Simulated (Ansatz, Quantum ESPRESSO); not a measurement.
This is a calculation of HPbNO4 for Quantum ESPRESSO 7.5. The cell comes from a database or a generator and needn't be the stable form of this composition.

Contents of pw.in:

```
&CONTROL
  calculation = 'scf'
  prefix = 'pwscf'
  outdir = './tmp'
  pseudo_dir = './pseudo'
  tprnfor = .true.
  tstress = .true.
  disk_io = 'low'
/
&SYSTEM
  ibrav = 0
  celldm(1) = 8
  nat = 14
  ntyp = 4
  ecutwfc = 60
  ecutrho = 480
  nbnd = 57
  occupations = 'smearing'
  smearing = 'fd'
  degauss = 0.00367493
/
&ELECTRONS
  conv_thr = 2.8d-09
  electron_maxstep = 120
  mixing_beta = 0.5
/
ATOMIC_SPECIES
H      1.0080 H.pbe-rrkjus_psl.1.0.0.UPF
Pb   207.2000 Pb.pbe-dn-kjpaw_psl.0.2.2.UPF
N     14.0070 N.pbe-n-radius_5.UPF
O     15.9990 O.pbe-n-kjpaw_psl.0.1.UPF
CELL_PARAMETERS alat
  0.9733034404885  -0.0001913347701  -0.0026456165745
  0.0009543116929   1.5182106928397   0.0126611650350
  0.0065927820173   0.7575604953129   1.8306580102853
ATOMIC_POSITIONS crystal
H      0.9036600000    0.2182100000    0.4885100000
H      0.4033700000    0.7817700000    0.5114200000
Pb     0.3945500000    0.3086300000    0.7072500000
Pb     0.8948900000    0.6913500000    0.2926600000
N      0.6340900000    0.1999000000    0.2073000000
N      0.1338600000    0.8001200000    0.7927500000
O      0.9082900000    0.3286600000    0.5436900000
O      0.5379200000    0.3907600000    0.1949700000
O      0.5348300000    0.1127900000    0.1060200000
O      0.8371800000    0.0888700000    0.3267200000
O      0.4081700000    0.6713200000    0.4562400000
O      0.0377400000    0.6092400000    0.8052000000
O      0.0342900000    0.8873700000    0.8939700000
O      0.3371600000    0.9110100000    0.6733000000
K_POINTS automatic
7 5 4 0 0 0
```

Contents of pp_density.in:

```
&INPUTPP
  prefix = 'pwscf'
  outdir = './tmp'
  filplot = 'density.dat'
  plot_num = 0
/
&PLOT
  nfile = 1
  filepp(1) = 'density.dat'
  iflag = 3
  output_format = 6
  fileout = 'density.cube'
/
```

Contents of pp_potential.in:

```
&INPUTPP
  prefix = 'pwscf'
  outdir = './tmp'
  filplot = 'potential.dat'
  plot_num = 11
/
&PLOT
  nfile = 1
  filepp(1) = 'potential.dat'
  iflag = 3
  output_format = 6
  fileout = 'potential.cube'
/
```

Potentials or basis: SSSP 1.3 efficiency PBE.

Launch:

```console
$ OMP_NUM_THREADS=1 mpirun -n 8 pw.x -nk 2 -in pw.in > pw.out
$ OMP_NUM_THREADS=1 mpirun -n 1 pp.x -in pp_density.in > pp_density.out
$ OMP_NUM_THREADS=1 mpirun -n 1 pp.x -in pp_potential.in > pp_potential.out
```

What does the same run look like in Ansatz 0.2.0? Potentials or basis there: Ansatz PAW, cutoff 420 eV.

As run (cutoffs and basis follow the program's own potentials, and thresholds, step limits or extra output files can differ):

input.yaml

```yaml
crystal:
  lattice:
    - [4.1204, -0.00081, -0.0112]
    - [0.00404, 6.42722, 0.0536]
    - [0.02791, 3.20707, 7.74994]
  atoms:
    - { symbol: H, position: [0.90366, 0.21821, 0.48851] }
    - { symbol: H, position: [0.40337, 0.78177, 0.51142] }
    - { symbol: Pb, position: [0.39455, 0.30863, 0.70725] }
    - { symbol: Pb, position: [0.89489, 0.69135, 0.29266] }
    - { symbol: "N", position: [0.63409, 0.1999, 0.2073] }
    - { symbol: "N", position: [0.13386, 0.80012, 0.79275] }
    - { symbol: O, position: [0.90829, 0.32866, 0.54369] }
    - { symbol: O, position: [0.53792, 0.39076, 0.19497] }
    - { symbol: O, position: [0.53483, 0.11279, 0.10602] }
    - { symbol: O, position: [0.83718, 0.08887, 0.32672] }
    - { symbol: O, position: [0.40817, 0.67132, 0.45624] }
    - { symbol: O, position: [0.03774, 0.60924, 0.8052] }
    - { symbol: O, position: [0.03429, 0.88737, 0.89397] }
    - { symbol: O, position: [0.33716, 0.91101, 0.6733] }
hamiltonian:
  xc: pbe
  pseudopotentials: { kind: paw }
kpoints:
  mp_grid: { grid: [7, 5, 4] }
scf:
  occupations: { method: fermi_dirac, width: 0.05 }
output:
  forces: true
  stress: true
  eigenvalues: true
  write_density: true
  write_potential: true
  elf: true
  volumetric_format: npy
```

Potentials or basis: Ansatz PAW.

Launch:

```bash
$ ansatz run input.yaml --threads 8 --pin off --max-ram 20480MiB --backend cpu --events-out ev --progress --plain --runs-dir out
```

Both were run:

|  | Quantum ESPRESSO | Ansatz |
| --- | --- | --- |
| Pressure | -0.2 GPa | 0.0 GPa |

Ansatz's pressure holds a Pulay term of +0.61 GPa for its cutoff of 420 eV, which the other run lacks.

Where Ansatz's input types no cutoff or centring, it takes its own default and a Γ-centred mesh.

Pressure is positive in compression.
